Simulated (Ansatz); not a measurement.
# Formation energy of RbIn (NaTl type)

```
Rb In
1.0
     0.00000    4.21849    4.21849
     4.21849    0.00000    4.21849
     4.21849    4.21849    0.00000
Rb In
2 2
Cartesian
  1.0546 1.0546 1.0546
  -1.0546 -1.0546 -1.0546
  3.1639 3.1639 3.1639
  -3.1639 -3.1639 -3.1639
```

The cell comes from a relaxation on PAW files under the same functional, begun from a prototype that needn't be the stable phase.

Computed with Ansatz 0.2.0; functional PBE, scalar-relativistic. Settings: a Γ-centred 7×7×7 k mesh, Fermi–Dirac smearing of 0.05 eV, no spin polarisation. Methods: LAPW: all electrons, basis error target 0.5 meV/atom; PAW: frozen-core files, cutoff 420 eV; crystal datasets: all electrons, by PAW datasets that the program makes for each cell.

The elements are taken as In bct, Rb bcc, each relaxed on PAW files under the same functional and computed by the same method as the compound; zero-point and thermal terms are left out.

(1) What is the formation energy by LAPW, and how far do the other methods lie from it?

(2) Give the LAPW value for one formula unit in kJ/mol.

(3) What Bader charges does the PAW density give?

## Answers

(1) -0.005 eV/atom; PAW +0.2 meV/atom; crystal datasets 0.0 meV/atom. The compound is bound against these elements; other compounds of the system weren't compared.

(2) -0.005 eV/atom × 2 atoms × 96.485 kJ/(mol·eV) = -1.0 kJ/mol, at zero temperature and without zero-point motion.

(3) Rb1 +0.63 e, In3 -0.63 e.
